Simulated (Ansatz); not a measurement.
## How long does this Ansatz run take?

```yaml
crystal:
  lattice:
    - [3.6554101269, 2.1104520208, 4.3687532063]
    - [-3.6554101269, 2.1104520208, 4.3687532063]
    - [0.0, -4.2209040416, 4.3687532063]
  atoms:
    - { symbol: La, position: [0.0, 0.0, 0.0] }
    - { symbol: H, position: [0.1712739377, 0.1712739377, 0.1712739377] }
    - { symbol: H, position: [0.8287260623, 0.8287260623, 0.8287260623] }
    - { symbol: H, position: [0.266005151, 0.7536497019, 0.266005151] }
    - { symbol: H, position: [0.733994849, 0.2463502981, 0.733994849] }
    - { symbol: H, position: [0.266005151, 0.266005151, 0.7536497019] }
    - { symbol: H, position: [0.733994849, 0.733994849, 0.2463502981] }
    - { symbol: H, position: [0.7536497019, 0.266005151, 0.266005151] }
    - { symbol: H, position: [0.2463502981, 0.733994849, 0.733994849] }
    - { symbol: H, position: [0.2628644573, 0.2628644573, 0.8862448791] }
    - { symbol: H, position: [0.7371355427, 0.7371355427, 0.1137551209] }
    - { symbol: H, position: [0.8862448791, 0.2628644573, 0.2628644573] }
    - { symbol: H, position: [0.1137551209, 0.7371355427, 0.7371355427] }
    - { symbol: H, position: [0.2628644573, 0.8862448791, 0.2628644573] }
    - { symbol: H, position: [0.7371355427, 0.1137551209, 0.7371355427] }
    - { symbol: H, position: [0.448213114, 0.551786886, 0.0] }
    - { symbol: H, position: [0.551786886, 0.448213114, 0.0] }
    - { symbol: H, position: [0.0, 0.448213114, 0.551786886] }
    - { symbol: H, position: [0.0, 0.551786886, 0.448213114] }
    - { symbol: H, position: [0.551786886, 0.0, 0.448213114] }
    - { symbol: H, position: [0.448213114, 0.0, 0.551786886] }
kpoints:
  mp_grid: { grid: [6, 6, 6] }
scf:
  occupations: { method: fermi_dirac, width: 0.05 }
hamiltonian:
  xc: pbe
  pseudopotentials: { kind: paw }
output:
  forces: true
  stress: true
  populations: true
  efg:
    quadrupole_moments_barn: { La: 0.206, H: 0.00285783 }
    contact_densities: true
basis:
  ecutwfc: 550
```

```sh
ansatz run input.yaml --threads 2 --pin off --max-ram 5120MiB --backend cpu --events-out ev --progress --plain --runs-dir out
```

It runs on 2 threads of Intel Xeon Processor @ 2.50GHz (Skylake/Cascade Lake) (x86_64; 62 cores open to the job, memory cap 5.0 GiB, no GPU), a shared host with a load of 0.9 a core.

**Question.** How much time and memory should be set aside?

**Answer.** About 45 s of wall time (60 s of CPU time) and 0.75 GiB. The run holds 31 valence electrons in 37 bands, about 5921 plane waves a k-point and 32 irreducible k-points, and took 8 SCF iterations. Times on a shared host vary by tens of per cent.
